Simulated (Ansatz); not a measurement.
# Mn3Sb: do energies and stresses tell the same story?

Theory: Ansatz 0.2.0, DFT PBEsol, scalar-relativistic, plane waves, PAW.

Plane waves to 420 eV, a k mesh through Γ of 12×12×12 on the computed 4-atom cell and Gaussian smearing (0.10 eV); collinear spin from starting moments 2.16 2.16 2.16 0 μB.

Relaxed cell: Pm-3m, a = 3.757 Å, b = 3.757 Å, c = 3.757 Å, α = 90.00°, β = 90.00°, γ = 90.00°, 4 atoms in the primitive cell. Whether it is the stable form of this composition wasn't checked.

Energies at zero smearing and pressures from the stress tensor, at volumes with shape and atoms relaxed:
| V (Å³/atom) | E − E(first) (meV/atom) | P (GPa) |
| --- | --- | --- |
| 12.457 | 0.00 | 14.16 |
| 12.855 | -25.39 | 6.49 |
| 13.252 | -33.27 | 0.03 |
| 13.650 | -26.35 | -5.40 |
| 14.047 | -7.03 | -9.93 |

Q: Check P = −dE/dV between neighbouring volumes, and get the bulk modulus from the pressures alone.

A: With 1 eV/Å³ = 160.2 GPa:
```csv
middle V (Å³/atom),−ΔE/ΔV (GPa),mean P (GPa)
12.656,10.232,10.323
13.054,3.175,3.260
13.451,-2.790,-2.687
13.849,-7.784,-7.665
```

The two differ by 0.12 GPa at most. The mean of two end pressures misses the average over a step by about ΔV² P″/12, up to 0.11 GPa here; with that taken off 0.05 GPa remains. The stress is the derivative of the free energy, not of the energy at zero smearing, and with free energies 0.00 GPa remains. Around V = 13.252 Å³/atom, the two neighbours give B = −V ΔP/ΔV = 13.252 × 11.89 / 0.795 = 198.2 GPa, against B0 = 197.7 GPa from the Birch–Murnaghan fit of the energies.

Spin-orbit coupling is left out, which matters for the bands of heavy elements. Only parallel moments were tried here.

Only this magnetic start was tried.